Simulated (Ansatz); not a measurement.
RbHO:
```
CELL_PARAMETERS angstrom
      2.05583    -5.29690     0.00000
      2.05583     5.29690     0.00000
      0.00000     0.00000     4.15960
ATOMIC_POSITIONS crystal
  Rb 0.63810 0.36190 0.25906
  Rb 0.36190 0.63810 0.75906
  H  0.97062 0.02938 0.40412
  H  0.02938 0.97062 0.90412
  O  0.90545 0.09455 0.23221
  O  0.09455 0.90545 0.73221
```

Relaxed with PBEsol.

Problem. Give the Bader charges and basin volumes of the independent atoms, plane-wave PAW PBEsol (Ansatz code).

Solution. 

| atom | Bader charge (e) | Bader volume (Å³) |
|---|---|---|
| Rb1 | +0.81 | 25.2 |
| H3 | +0.54 | 1.9 |
| O5 | -1.35 | 18.1 |

Space group Cmc2_1. The workflow started from a Materials Project entry (that database holds measured and hypothetical structures alike); the Crystallography Open Database copy checked does not list it. Whether it is the stable phase at ambient conditions was not checked. The cell was relaxed with PBEsol under the symmetry of its start; whether a distortion lowers the energy is not shown.

Potentials: the later of the program's two PAW sets.
